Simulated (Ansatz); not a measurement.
Data:

Si3N4:
```cif
data_N8Si6
_chemical_formula_sum 'Si6 N8'
_space_group_name_H-M_alt 'P 1'
_space_group_IT_number 1
_cell_length_a 7.60550
_cell_length_b 7.60550
_cell_length_c 2.90564
_cell_angle_alpha 90.000
_cell_angle_beta 90.000
_cell_angle_gamma 120.000
loop_
_space_group_symop_operation_xyz
  'x, y, z'
loop_
_atom_site_label
_atom_site_type_symbol
_atom_site_fract_x
_atom_site_fract_y
_atom_site_fract_z
_atom_site_occupancy
Si1 Si 0.23063 0.82458 0.75000 1
Si2 Si 0.76937 0.17542 0.25000 1
Si3 Si 0.40604 0.23063 0.25000 1
Si4 Si 0.59396 0.76937 0.75000 1
Si5 Si 0.17542 0.40604 0.75000 1
Si6 Si 0.82458 0.59396 0.25000 1
N1 N 0.33333 0.66667 0.75000 1
N2 N 0.66667 0.33333 0.25000 1
N3 N 0.96874 0.66969 0.75000 1
N4 N 0.03126 0.33031 0.25000 1
N5 N 0.29905 0.96874 0.25000 1
N6 N 0.70095 0.03126 0.75000 1
N7 N 0.33031 0.29905 0.75000 1
N8 N 0.66969 0.70095 0.25000 1
```

This is the r²SCAN-relaxed structure.

### Question
All from DFT-r²SCAN in the program Ansatz with PAW potentials, unless another level is named. Estimate the HSE06 gap on the r²SCAN cell.

### Answer
5.77 eV.

### Question
And the band gap?

### Answer
4.99 eV (indirect).

### Question
What about the smallest direct gap on the standard path?

### Answer
5.20 eV.

Space group P6_3/m. The cell was relaxed with r²SCAN under the symmetry of its start; phonons on a q-mesh show no instability.

Potentials: the earlier of the program's two PAW sets.
